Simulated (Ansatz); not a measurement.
GaAs (zinc blende)

```yaml
crystal:
  lattice:
    - [0.00000, 5.66556, 5.66556]
    - [2.83278, 2.83278, 5.66556]
    - [2.83278, 2.83278, 0.00000]
  atoms:
    - { symbol: As, position: [0.00000, 0.75000, 0.75000] }
    - { symbol: As, position: [0.50000, 0.75000, 0.75000] }
    - { symbol: Ga, position: [0.00000, 0.00000, 0.00000] }
    - { symbol: Ga, position: [0.50000, 0.00000, 0.00000] }
```

The atoms are displaced by Q × the pattern below (from a DFPT mode at X = (0.5, 0.5, 0.0), largest move 1; Q in Å), at fixed cell. (q is in reciprocal vectors of the primitive cell; the cell shown is doubled to hold the pattern.)

| atom | x | y | z |
|---|---|---|---|
| Ga3 | 0.000 | 0.000 | 1.000 |
| Ga4 | 0.000 | 0.000 | -1.000 |

Atoms not listed stay in place.

Computed with r2SCAN (plane waves to 500 eV, PAW, scalar-relativistic; Ansatz, a quantum-chemistry and plane-wave program). k mesh 10×10×10 (Γ-centred), Fermi-Dirac smearing 0.05 eV. The energy includes the smearing's −TS. Compression counts positive. GaAs was relaxed with its symmetry unable to fall. The PAW data are Ansatz's earlier set. The zero of ΔE is the undisplaced structure.

```
Q (Å)      P (GPa)  −dE/dQ from forces (eV/Å)  ΔE (eV/cell)
------  ----------  -------------------------  ------------
-0.280        2.68                      7.665    (withheld)
-0.233        1.88                      6.499         0.771
-0.187        1.21                      5.262         0.496
-0.140  (withheld)                      3.981         0.280
-0.093        0.31                      2.670         0.125
-0.047        0.08                      1.340         0.031
0.000         0.01                      0.000         0.000
0.047         0.08                     -1.340         0.031
0.093         0.31                     -2.670         0.125
0.140   (withheld)                     -3.981         0.280
0.187         1.21                     -5.262         0.496
0.233         1.88                     -6.499         0.771
0.280         2.68                     -7.665    (withheld)
```

Problem. Some entries are withheld; supply them.

Solution. 
- -0.280, ΔE (eV/cell): 1.101
- -0.140, P (GPa): 0.69
- 0.140, P (GPa): 0.69
- 0.280, ΔE (eV/cell): 1.101

(For displaced atoms, the force is minus the slope of the energy, and its curvature is a force constant, which sets phonon frequencies.)
